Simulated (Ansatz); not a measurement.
A relaxed structure of CdS. Method: PBE (plane waves to 420 eV, PAW, scalar-relativistic; Ansatz, a quantum-chemistry and plane-wave program).

```
CELL_PARAMETERS angstrom
      0.00000     2.96361     2.96361
      2.96361     0.00000     2.96361
      2.96361     2.96361     0.00000
ATOMIC_POSITIONS crystal
  Cd 0.25000 0.25000 0.25000
  S  0.00000 0.00000 0.00000
```

Question: Find the space group and the Wyckoff positions (tolerance 0.01 Å).

Answer: Space group F-43m (No. 216); a = b = c = 5.9272 Å, α = β = γ = 90.00°

```csv
atom,site,symmetry,x,y,z
Cd,4d,-43m,0.7500,0.7500,0.7500
S,4a,-43m,0.0000,0.0000,0.0000
```

This is the zinc blende type.

Question: Give the shortest distances between elements (the closest pairs, up to four, under 3.6 Å).

Answer: Cd–S 2.57 Å.

| Quantity | Result |
|---|---|
| Volume per atom | 26.03 Å³ |
| Band gap | 1.04 eV, direct at Γ (no spin-orbit coupling) |

No spin polarisation in the result.

Measured for CdS: a 5.832 Å (room temperature; as listed in arXiv:1206.3780); gap 2.48 eV (0 K or low temperature; as listed in arXiv:1206.3780). Computed minus measured — a: PBE +1.6 %; gap: PBE -1.44 eV. The computed values are for a static lattice, and a measured gap can be an optical one, lowered by exciton binding.

It was reached from a disturbed copy of a P4₂/mmc (No. 131) cell, against which it lies -0.31 eV/atom.
